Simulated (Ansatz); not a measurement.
HfS2:
```
HfS2
1.0
    3.55666     0.00000     0.00000
   -1.77833     3.08016     0.00000
    0.00000     0.00000     5.68034
Hf S
1 2
Direct
  0.00000   0.00000   0.00000
  0.33333   0.66667   0.25451
  0.66667   0.33333   0.74549
```

Relaxed with LDA. Special points in fractions of this cell's reciprocal vectors: Γ (0.000, 0.000, 0.000); M (0.500, 0.000, 0.000); K (0.333, 0.333, 0.000); A (0.000, 0.000, 0.500); L (0.500, 0.000, 0.500); H (0.333, 0.333, 0.500).

List the band energies nearest the valence-band maximum at these points for LDA (plane waves, PAW; program Ansatz).

In eV from the valence-band maximum; about four levels below and three above (degenerate sets whole), none deeper than 8.9 eV; points with the same levels are listed once.

```tsv
k	below	above
Γ	-3.08 -3.08 -0.17 -0.17 0.00	1.66 1.66 2.19
M	-2.98 -2.76 -2.42 -1.57	0.78 3.91 4.02
K	-3.99 -3.99 -2.52 -2.52 -1.85	2.31 3.52 3.52
A	-3.01 -3.01 -2.37 -0.38 -0.38	1.59 1.59 2.59
L	-3.00 -2.76 -1.16 -0.99	0.58 3.89 4.06
H	-4.04 -2.67 -2.09 -2.09	2.56 2.98 2.98
```

Space group P-3m1 (CdI2 type). The LDA relaxation kept the symmetry of its start; phonons on a q-mesh show no instability. No spin polarisation was allowed. A crystal of weakly bound layers computed without a dispersion correction: the cell and the soft elastic constants depend strongly on that. Scalar-relativistic: spin–orbit coupling is off unless named, which matters more the heavier the elements.

Potentials: the later of the program's two PAW sets.
